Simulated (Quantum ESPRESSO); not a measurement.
# Moving one atom in Ta2HfO6F2

Calculated results; nothing here was measured. They come from pw.x of Quantum ESPRESSO 7.5, a plane-wave density functional program, with PseudoDojo standard norm-conserving files (v0.5 for PBE, v0.4.1 for LDA and PBEsol). The cells are made up: elements, strain and atom displacements were drawn at random, and nothing was relaxed. There is no spin polarisation, spin-orbit coupling or dispersion term.

The hafnium file is less sure than the others, with forces about 3 percent (worst 6) and pressure in oxides about 1.5 GPa (worst 2.7) from a second method in checks, which no rerun with the same files tests.

The cell has 12 sites of a fluorite lattice. Sites 1 to 4 hold Ta empty Hf Ta; sites 5 to 12 hold O O F F O O O O. Cell vectors in Å: (5.031, -0.022, 0.064); (-0.022, 5.150, -0.038); (0.064, -0.038, 5.113). Settings: PBE, cutoff 1143 eV, 4 x 4 x 4 k mesh shifted by half a step, Fermi-Dirac smearing of 0.025 eV.

Each run shifts the Ta atom on site 4 along y and leaves all else fixed. Site 7 is one of its nearest neighbours. E is the free energy of the cell above the lowest run shown. The last column is band 45 less band 44 at Gamma, from a band step after each run.

```
run  shift (Å)  Fy on site 4 (eV/Å)  Fy on site 7 (eV/Å)  P (GPa)  E (meV)  level step at Gamma (eV)
  1    -0.1843               -2.205                0.414   -17.30      0.0                     0.965
  2    -0.1602               -2.583                0.395   -17.56     57.7                     0.981
  3    -0.0975               -3.459                0.352   -18.03    247.9                     0.992
  4    -0.0535               -3.990                0.326   -18.20    412.1                     0.969
  6     0.1319               -5.736                0.297   -17.48   1321.9                     0.600
  7     0.1758               -6.109                0.318   -16.97   1581.9                     0.480
  5     0.0791                    ?                    ?        ?        ?                         ?
```

A rerun of one of these cells at 1437 eV and k mesh 6 x 6 x 6 moved values by no more than 0.002 eV in the cell's energy, 0.05 GPa in stress and 0.007 eV/Å in force.

## Worked fit

A parabola through the six runs shown gives Fy on site 4 = -4.590 - 10.61 u + 12.2 u² eV/Å, with u in Å and a scatter of 0.034 eV/Å. Minus the slope, 10.61 ± 0.67 eV/Å², is this atom's force constant along y at u = 0, with its periodic images moving too. The fitted force does not vanish within the range. The error is the larger of the fit's own and the change that a cubic makes, rounded up.

## Withheld run

Question: what Fy on site 4 should run 5 give?

The fit gives -5.353 eV/Å. The calculation gave -5.285 eV/Å.

```
run  shift (Å)  Fy on site 4 (eV/Å)  Fy on site 7 (eV/Å)  P (GPa)  E (meV)  level step at Gamma (eV)
  5     0.0791               -5.285                0.288   -17.92   1030.9                     0.738
```